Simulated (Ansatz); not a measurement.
Q: Name crystals whose computed values (plane-wave PAW r²SCAN (Ansatz code)) fall in these windows: ε0 11 to 13; B₀ by P(V) fit (GPa) 290 to 350.

A: 

```
crystal                                         ε0  B₀ by P(V) fit (GPa)
--------------------------------------------  ----  --------------------
Si3N4, Fd-3m (Si on 16c, Si on 8b, N on 32e)  12.0                   321
```
Others may fit too.

The cell was relaxed under the symmetry of its start.

Potentials: the later of the program's two PAW sets.
